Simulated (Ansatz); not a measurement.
AlCr$_{2}$C:
```cif
data_C2Al2Cr4
_chemical_formula_sum 'Al2 Cr4 C2'
_space_group_name_H-M_alt 'P63/mmc'
_space_group_IT_number 194
_space_group_name_Hall '-P 6c 2c'
_cell_length_a 2.82353
_cell_length_b 2.82353
_cell_length_c 12.63402
_cell_angle_alpha 90.000
_cell_angle_beta 90.000
_cell_angle_gamma 120.000
loop_
_atom_site_label
_atom_site_type_symbol
_atom_site_symmetry_multiplicity
_atom_site_Wyckoff_symbol
_atom_site_fract_x
_atom_site_fract_y
_atom_site_fract_z
_atom_site_occupancy
Al1 Al 2 d 0.66667 0.33333 0.25000 1
Cr1 Cr 4 f 0.33333 0.66667 0.08457 1
C1 C 2 a 0.00000 0.00000 0.00000 1
```

Relaxed at zero pressure with DFT-r²SCAN in the program Ansatz with PAW potentials.

Q: The volume is raised by 9 % and shape and atoms relax at that volume. What pressure results, and how do the axes share the change?

A: -14.5 GPa; a 2.9 %, b 2.9 %, c 3.0 %; the energy rises by 48 meV/atom.

Q: Give the new structure.

A: 
Space group P6₃/mmc (No. 194); a = 2.904 Å, b = 2.904 Å, c = 13.015 Å, α = 90.00°, β = 90.00°, γ = 120.00°

```csv
atom,site,symmetry,x,y,z
Al,2d,-6m2,0.6667,0.3333,0.2500
Cr,4f,3m.,0.3333,0.6667,0.0813
C,2a,-3m.,0.0000,0.0000,0.0000
```

The phase is kept; no other phase was compared at this pressure.

Space group P6_3/mmc. Symmetry was held in the r²SCAN relaxation; of distortions, only those at the zone centre were tested. No spin polarisation was allowed.

Potentials: the earlier of the program's two PAW sets.
